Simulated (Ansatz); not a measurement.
Sn (beta-Sn type, space group I4_1/amd)

```yaml
crystal:
  lattice:
    - [-2.94311, 2.94311, 1.59186]
    - [2.94311, -2.94311, 1.59186]
    - [2.94311, 2.94311, -1.59186]
  atoms:
    - { symbol: Sn, position: [0.75000, 0.25000, 0.50000] }
    - { symbol: Sn, position: [0.00000, 0.00000, 0.00000] }
```

Equation-of-state scan: isotropic scaling of the cell above, V₀ being its volume. Symmetry pins the atoms to their sites.

All values below come from r2SCAN (plane waves to 500 eV, PAW, scalar-relativistic; Ansatz, a first-principles code). k mesh 17×17×17 (Γ-centred), Fermi-Dirac smearing 0.05 eV. The energy includes the smearing's −TS. With the shape held, the modulus is that of even scaling; a crystal free to change shape is softer. Sn was relaxed with its symmetry unable to fall. ΔE is measured from the relaxed starting cell. The last digit holds for this mesh only.

```csv
V (Å³/atom),ΔE (meV/atom)
23.165,166.6
24.268,85.3
25.371,34.6
26.474,7.9
27.577,0.0
28.680,7.0
29.783,25.8
30.886,54.0
31.990,89.6
```

Question: What is the fitted pressure derivative B₀′?

Answer: 4.9.

Question: What bulk modulus at fixed cell shape B₀ follows from a third-order Birch-Murnaghan fit?

Answer: 54.1 GPa. Check by three points about V = 27.577 Å³/atom, step 2.206: d²E/dV² ≈ (35 − 2·0 + 26) meV / 2.206² = 0.0125 eV/Å⁶, and V·d²E/dV² × 160.2 = 55.4 GPa.

(A scan under strain: stresses follow from slopes of the energy per volume, elastic moduli from its curvatures.)
